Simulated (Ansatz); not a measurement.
Data:

PtSe2:
```xyz
6
Lattice="-2.5288 2.5288 6.0243 2.5288 -2.5288 6.0243 2.5288 2.5288 -6.0243" Properties=species:S:1:pos:R:3 pbc="T T T"
Pt     0.0000     0.0000     6.0243
Pt     2.5288     0.0000     3.0121
Se     0.0000     0.0000     3.5597
Se     2.5288     0.0000     0.5476
Se     2.5288     0.0000     5.4767
Se     0.0000     0.0000     8.4888
```

This is the PBE-relaxed structure.

All from PBE in the plane-wave PAW code Ansatz, unless another level is named. Estimate the electronic character.

metallic (no gap).

Predict the formation energy from the elements (no fitted shifts).

-2.7 kJ/mol of atoms.

Next, the density of states at the Fermi level?

1.0 states/eV per atom (mean over ±0.08 eV).

Space group I4_1/amd (anatase). A made-up cell: these elements were put on the sites of a structure type; neither database checked (COD, Materials Project) lists it. COD files the formula under space group No. 164, so this cell is another polymorph or a model. Whether it is the stable phase at ambient conditions was not checked. Symmetry was held in the PBE relaxation; its stability against distortions is not shown here. The run is not spin-polarised. The references are the lowest solids computed at this level, not always the standard phases. Spin–orbit coupling is left out wherever it is not named.

Potentials: the later of the program's two PAW sets.
